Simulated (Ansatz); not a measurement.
The start is a randomly generated symmetric cell of CsPbBr3 (space group No. 90). Cell shape, volume and atoms are optimised at zero target pressure with PBEsol (plane waves to 420 eV, PAW, scalar-relativistic; Ansatz, a quantum-chemistry and plane-wave program). The first steps use a coarse 3×3×4 k-mesh.

The start:
```yaml
crystal:
  lattice:
    - [8.11668, 0.00000, 0.00000]
    - [0.00000, 8.11668, 0.00000]
    - [0.00000, 0.00000, 6.95626]
  atoms:
    - { symbol: Br, position: [0.72267, 0.72267, 0.50000] }
    - { symbol: Br, position: [0.27733, 0.27733, 0.50000] }
    - { symbol: Br, position: [0.77733, 0.22267, 0.50000] }
    - { symbol: Br, position: [0.22267, 0.77733, 0.50000] }
    - { symbol: Br, position: [0.00000, 0.00000, 0.50000] }
    - { symbol: Br, position: [0.50000, 0.50000, 0.50000] }
    - { symbol: Cs, position: [0.00000, 0.50000, 0.70765] }
    - { symbol: Cs, position: [0.50000, 0.00000, 0.29235] }
    - { symbol: Pb, position: [0.00000, 0.00000, 0.00000] }
    - { symbol: Pb, position: [0.50000, 0.50000, 0.00000] }
```

Problem. What is the largest force in the starting geometry, and on which atom (counted from 1)?

Solution. 0.88 eV/Å, on Cs7, Cs8 (atoms numbered as listed).

Problem. Does the structure survive the relaxation? Give the final space group.

Solution. The space group goes from P42₁2 (No. 90) to P4/mmm (No. 123), with 5 atoms in the primitive cell.

Problem. How much energy is released per atom?

Solution. 0.44 eV/atom.

Problem. How do the shortest distances between atoms change?

Solution. The closest pairs of elements (up to four, under 3.6 Å), start → end: Br–Br 2.56 → 3.54 Å; Br–Pb 3.48 → 2.73 Å; Br–Cs 3.23 → 3.54 Å.

Problem. Is the relaxed structure metallic? Give its gap.

Solution. 0.21 eV, direct at Z (no spin-orbit coupling).

Problem. What does it relax into? Give the structure.

Solution. 
Space group P4/mmm (No. 123); a = 7.0813 Å, b = 7.0813 Å, c = 5.4530 Å, α = 90.00°, β = 90.00°, γ = 90.00°

| atom | site | symmetry | x | y | z |
|---|---|---|---|---|---|
| Br | 2e | mmm. | 0.0000 | 0.5000 | 0.5000 |
| Br | 1b | 4/mmm | 0.0000 | 0.0000 | 0.5000 |
| Cs | 1d | 4/mmm | 0.5000 | 0.5000 | 0.5000 |
| Pb | 1a | 4/mmm | 0.0000 | 0.0000 | 0.0000 |

Final values are on a 7×7×9 k-mesh of the relaxed cell. No spin polarisation in the result. Without spin-orbit coupling the bands of the heavy element are not split, so the gap can be far off.

The run could not lose the symmetry of its start: the end is stationary, and may be a saddle point rather than a minimum.

The relaxed structure here is a generated cell of CsPbBr3: the first start was made by a random draw of sites in a space group, and the end was not matched to a known phase here, so it may be hypothetical. Known forms of CsPbBr3 include space group No. 62, 221.
